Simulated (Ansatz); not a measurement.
AlCo (CsCl type, space group No. 221) under volume change, LDA in the plane-wave PAW code Ansatz, scaled uniformly.

| V (Å³/atom) | E − E(relaxed) (meV/atom) | P (GPa) |
|---|---|---|
| 9.922 | 67.4 | 23.93 |
| 10.249 | 28.3 | 14.65 |
| 10.576 | 6.7 | 6.74 |
| 10.903 | 0.0 | -0.01 |
| 11.230 | 6.1 | -5.78 |
| 11.557 | 23.0 | -10.69 |
| 11.884 | 49.2 | -14.89 |

**Question.** What does a third-order Birch–Murnaghan fit give for V₀, B₀ and B′?

**Answer.** V₀ = 10.90 Å³/atom, B₀ = 208 GPa, B′ = 4.3.

Space group Pm-3m (CsCl type). Symmetry was held in the LDA relaxation; of distortions, only those at the zone centre were tested. The run is not spin-polarised.

Potentials: the later of the program's two PAW sets.
